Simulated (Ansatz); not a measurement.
Property card for Fe$_{8}$N

Fe8N:
```xyz
9
Lattice="-2.8574 2.8574 3.0893 2.8574 -2.8574 3.0893 2.8574 2.8574 -3.0893" Properties=species:S:1:pos:R:3 pbc="T T T"
Fe     2.8574     0.0000     1.5447
Fe     0.0000     2.8574     1.5447
Fe     0.0000     0.0000     1.8417
Fe     0.0000     0.0000     4.3369
Fe     1.3781     1.3781     0.0000
Fe     1.4792     1.4792     3.0893
Fe     1.4792    -1.4792     3.0893
Fe    -1.4792     1.4792     3.0893
N      0.0000     0.0000     0.0000
```
The run is spin-polarised; directions of the spins, atom by atom: ↑ ↑ ↑ ↑ ↑ ↑ ↑ ↑ 0.

Space group I4/mmm (No. 139); conventional cell a = b = 5.715 Å, c = 6.179 Å, α = β = γ = 90.00°.

Method: the program Ansatz at the r²SCAN level (PAW). The cell and atoms are relaxed at this level. Other levels are named where they apply.

### Cell and energy

| Quantity | Value |
|---|---|
| Volume per atom | 11.21 Å³ |
| Density | 7.58 g/cm³ |
| Formation energy from the elements (no fitted shifts) | -0.058 eV/atom |

### Electronic structure

| Item | Result |
|---|---|
| Electronic character | metallic (no gap) |
| Density of states at the Fermi level | 0.32 states/eV per atom (mean over ±0.08 eV) |

### Magnetism

| Property | Value |
|---|---|
| Magnetic order | ferromagnetic |
| Net moment | 2.34 μB per atom |

### Mechanics

| Property | Result |
|---|---|
| Bulk modulus (Birch–Murnaghan fit) | 1880 kbar |
| Pressure derivative B′ | 4.4 |

### Charges

| Property | Result |
|---|---|
| Bader charges | Fe +0.12 to +0.23, N -1.46 e |

The first step of the workflow began from a Materials Project structure, measured or hypothetical; the Crystallography Open Database copy checked does not list it. Its standing as an ambient phase is unchecked. The cell was relaxed with r²SCAN under the symmetry of its start; whether a distortion lowers the energy is not shown. Spin order of the final state: ferromagnetic, chosen from 3 collinear starts compared on coarse meshes (ties went to the first, and starts can fall back to one state), not a proven ground state. Other orbital occupations within this spin state were not tried. No Hubbard U is applied. For itinerant 3d metals, meta-GGAs of the SCAN family and hybrids are commonly reported to give too large moments. The references are the lowest solids computed at this level, not always the standard phases (solids in place of the gases).

Potentials: the later of the program's two PAW sets.
